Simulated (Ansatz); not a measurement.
TiO$_{2}$ (rutile)

```yaml
crystal:
  lattice:
    - [4.64343, 0.00000, 0.00000]
    - [0.00000, 4.64343, 0.00000]
    - [0.00000, 0.00000, 2.96381]
  atoms:
    - { symbol: Ti, position: [0.00000, 0.00000, 0.00000] }
    - { symbol: Ti, position: [0.50000, 0.50000, 0.50000] }
    - { symbol: O, position: [0.30513, 0.30513, 0.00000] }
    - { symbol: O, position: [0.80513, 0.19487, 0.50000] }
    - { symbol: O, position: [0.19487, 0.80513, 0.50000] }
    - { symbol: O, position: [0.69487, 0.69487, 0.00000] }
```

In this cell atom 2 (Ti, nearest neighbour O at 1.958 Å; its periodic images, 3.0 Å or more away, move with it) is moved by s along Cartesian x, unit vector (1.000, 0.000, 0.000); all other atoms and the cell stay fixed.

Level of theory: PBE (plane waves to 420 eV, PAW, scalar-relativistic; Ansatz, a quantum-chemistry and plane-wave program). k mesh 6×6×9 (Γ-centred), Fermi-Dirac smearing 0.05 eV. E stands for the smeared free energy. TiO2 is run without spin polarisation. TiO2 was relaxed with its symmetry unable to fall. ΔE is measured from the undisplaced structure.

```json
[
 {"s (Å)": "-0.200", "ΔE (meV/cell)": "294.0"},
 {"s (Å)": "-0.160", "ΔE (meV/cell)": "187.7"},
 {"s (Å)": "-0.120", "ΔE (meV/cell)": "withheld"},
 {"s (Å)": "-0.080", "ΔE (meV/cell)": "46.7"},
 {"s (Å)": "-0.040", "ΔE (meV/cell)": "11.7"},
 {"s (Å)": "0.000", "ΔE (meV/cell)": "0.0"},
 {"s (Å)": "0.040", "ΔE (meV/cell)": "11.7"},
 {"s (Å)": "0.080", "ΔE (meV/cell)": "46.7"},
 {"s (Å)": "0.120", "ΔE (meV/cell)": "withheld"},
 {"s (Å)": "0.160", "ΔE (meV/cell)": "187.7"},
 {"s (Å)": "0.200", "ΔE (meV/cell)": "294.0"}
]
```

Task: Fit an even polynomial form (powers 2, 4) to the given rows and predict ΔE at s = 0.120.

Result: Least squares on the 9 given rows: ΔE = (7297)·s² + (1340)·s⁴, in meV/cell with s in Å; root-mean-square residual 0.03 meV/cell. At 0.120 the fit gives 105.4 meV/cell; the calculation gives 105.3 meV/cell, so the interpolation is off by 0.1 (+0.1 %). The quadratic term alone would give 105.1 meV/cell.

(For displaced atoms, the force is minus the slope of the energy, and its curvature is a force constant, which sets phonon frequencies.)
